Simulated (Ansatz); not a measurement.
Below is a relaxed structure of TiRe2Se6. The cell was found from a structure generator's guess, not taken from experiment.

All numbers below come from Ansatz 0.2.0, DFT PBE, scalar-relativistic, plane waves, PAW. Cutoff 420 eV, Γ-centred mesh, Gaussian smearing, collinear spin.

```
Ti Re Se
1.0
     0.00000    4.90081    4.90081
     4.90081    0.00000    4.90081
     4.90081    4.90081    0.00000
Ti Re Se
1 2 6
Direct
  0.00000 0.00000 0.00000
  0.75000 0.75000 0.75000
  0.25000 0.25000 0.25000
  0.50000 0.00000 0.00000
  0.00000 0.50000 0.50000
  0.00000 0.50000 0.00000
  0.50000 0.00000 0.50000
  0.00000 0.00000 0.50000
  0.50000 0.50000 0.00000
```

The zero of energy is the elements' standard structures at the same level; no fitted shifts are applied.

**Question.** What space group does it have?

**Answer.** Fm-3m (No. 225). Conventional cell: a = 9.802 Å. Ti is surrounded by 12 Se at 3.47 Å; around Re lie 6 Se at 2.45 Å; Se is surrounded by 2 Re at 2.45 Å, 2 Ti at 3.47 Å and 8 Se at 3.47 Å.

**Question.** How far does it lie from the elements in energy?

**Answer.** +0.56 eV/atom. The separate elements lie lower, so it is unstable against them.

**Question.** Is it a metal?

**Answer.** Yes, bands cross the Fermi level on the 8×8×8 mesh.

**Question.** Which magnetic moments does it keep?

**Answer.** 0.32 μB per atom net, the space between the atoms included; by site: Ti 1.9; Re 0.3 (×2) μB.

**Question.** From what recipe could a structure generator have reached it?

**Answer.** One such recipe: ordered vacancies on the A sites of perovskite (Fm-3m, No. 225). Other recipes can lead to the same cell.

The last run used collinear spin, an 8×8×8 mesh for its 9-atom cell and Gaussian smearing of 0.10 eV. These runs have no spin–orbit coupling, which can matter for Re. The reference form of Se is held partly by dispersion forces, which this level lacks. Another magnetic order may lie lower. A structure relaxed within its symmetry needn't be a true minimum.
